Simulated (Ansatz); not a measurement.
A relaxation computed with Ansatz, from input to last step.

```yaml
crystal:
  lattice:
    - [-2.04274424, 2.04274424, 4.92852581]
    - [2.04274424, -2.04274424, 4.92852581]
    - [2.04274424, 2.04274424, -4.92852581]
  atoms:
    - { symbol: "Y", position: [0.0, 0.0, 0.0] }
    - { symbol: P, position: [0.38943946, 0.38943946, 0.0] }
    - { symbol: P, position: [0.61056054, 0.61056054, 0.0] }
    - { symbol: Pd, position: [0.75, 0.25, 0.5] }
    - { symbol: Pd, position: [0.25, 0.75, 0.5] }
basis:
  ecutwfc: 500
kpoints:
  mp_grid: { grid: [12, 12, 12] }
hamiltonian:
  xc: r2scan
scf:
  occupations: { method: gaussian, width: 0.1 }
output:
  forces: true
  stress: true
  eigenvalues: true
  write_density: true
  write_potential: true
  elf: true
  volumetric_format: npy
relax:
  adjacent_minimum: "off"
  f_tol: 0.01
  max_steps: 40
```

```bash
ansatz run input.yaml --threads 2 --pin off --max-ram 5120MiB --backend cpu --events-out ev --progress --plain --runs-dir out
```

All numbers below come from Ansatz, DFT r2SCAN, scalar-relativistic, plane waves, PAW.

Of 4 frames 3 are shown, positions in Å and forces in eV/Å; the SCF threshold varies from step to step.

```xyz
5
Lattice="-2.0427 2.0427 4.9285 2.0427 -2.0427 4.9285 2.0427 2.0427 -4.9285" Properties=species:S:1:pos:R:3:forces:R:3 pbc="T T T" step=1 free_energy_over_end_meV_per_atom=0.06
Y     0.0000    0.0000    0.0000    0.0000    0.0000    0.0000
P     0.0000    0.0000    3.8387    0.0000    0.0000   -0.0893
P     0.0000    0.0000    6.0183    0.0000    0.0000    0.0893
Pd    0.0000    2.0427    2.4643    0.0000    0.0000    0.0000
Pd    2.0427    0.0000    2.4643    0.0000    0.0000    0.0000
5
Lattice="-2.0427 2.0427 4.9285 2.0427 -2.0427 4.9285 2.0427 2.0427 -4.9285" Properties=species:S:1:pos:R:3:forces:R:3 pbc="T T T" step=2 free_energy_over_end_meV_per_atom=0.01
Y     0.0000    0.0000    0.0000    0.0000    0.0000    0.0000
P     0.0000    0.0000    3.8369    0.0000    0.0000   -0.0417
P     0.0000    0.0000    6.0202    0.0000    0.0000    0.0417
Pd    0.0000    2.0427    2.4643    0.0000    0.0000    0.0000
Pd    2.0427    0.0000    2.4643    0.0000    0.0000    0.0000
5
Lattice="-2.0427 2.0427 4.9285 2.0427 -2.0427 4.9285 2.0427 2.0427 -4.9285" Properties=species:S:1:pos:R:3:forces:R:3 pbc="T T T" step=4 free_energy_over_end_meV_per_atom=0.00
Y     0.0000    0.0000    0.0000    0.0000    0.0000    0.0000
P     0.0000    0.0000    3.8352    0.0000    0.0000   -0.0004
P     0.0000    0.0000    6.0218    0.0000    0.0000    0.0004
Pd    0.0000    2.0427    2.4643    0.0000    0.0000    0.0000
Pd    2.0427    0.0000    2.4643    0.0000    0.0000    0.0000
```

The run took 3.6 min on 2 threads of Intel(R) Xeon(R) Processor @ 2.50GHz (Skylake/Cascade Lake), on a shared host, peak memory 1.3 GiB.